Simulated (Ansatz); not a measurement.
FeFI, RuFI, OsFI: one prototype (Janus 2H monolayer), with Fe, Ru, Os on the same site. Each was relaxed with r2SCAN in the plane-wave code Ansatz, and the gaps are read on those cells (d direct, i indirect). Simulated, non-magnetic, generated structures, which need not be known phases.

(1) Order them by the HSE06 gap, smallest first (an overlap counts as negative).
A. FeFI
B. OsFI
C. RuFI

(2) And by the lattice length a, shortest first.
A. RuFI
B. OsFI
C. FeFI

Results:

(1) B (1.93 eV), C (2.17 eV), A (3.10 eV).

(2) C (3.506 Å), A (3.637 Å), B (3.670 Å).

No spin-orbit coupling is included; it can move band edges with weight on the heavy atoms by tenths of an eV.

The meshes of the hybrids are coarse, so their gaps aren't converged to the digits shown.

For some runs the program warns that the potential is rough where the density is thin, which bears on empty states near the vacuum.
